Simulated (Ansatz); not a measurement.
Hf:
```
CELL_PARAMETERS angstrom
      3.19399     0.00000     0.00000
     -1.59700     2.76608     0.00000
      0.00000     0.00000     5.03902
ATOMIC_POSITIONS crystal
  Hf 0.33333 0.66667 0.75000
  Hf 0.66667 0.33333 0.25000
```

Relaxed with r²SCAN+D4. Special points in fractions of this cell's reciprocal vectors: Γ (0.000, 0.000, 0.000); M (0.500, 0.000, 0.000); K (0.333, 0.333, 0.000); A (0.000, 0.000, 0.500); L (0.500, 0.000, 0.500); H (0.333, 0.333, 0.500).

List the band energies nearest the Fermi level at these points for the program Ansatz at the r²SCAN+D4 level (PAW).

In eV from the Fermi level; about four levels below and three above (degenerate sets whole), none deeper than 8.9 eV; points with the same levels are listed once.

```
k                    below                          above
-  -----------------------  -----------------------------
Γ              -7.78 -3.88                 0.47 1.29 1.29
M  -3.52 -2.90 -2.36 -1.02                 0.92 0.93 1.82
K  -2.24 -1.98 -1.98 -1.61                 0.43 0.43 2.24
A              -5.70 -5.70  0.14 0.14 1.18 1.18 1.18 1.18
L  -3.57 -3.57 -1.05 -1.05            1.11 1.11 2.86 2.86
H  -1.60 -1.60 -0.34 -0.34            2.77 2.77 5.34 5.34
```

Space group P6_3/mmc (hcp (Mg type)). The r²SCAN+D4 relaxation kept the symmetry of its start. The run is not spin-polarised. The pairwise dispersion correction was not fitted to metals. Scalar-relativistic: spin–orbit coupling is off unless named, which matters more the heavier the elements.

Potentials: the later of the program's two PAW sets.
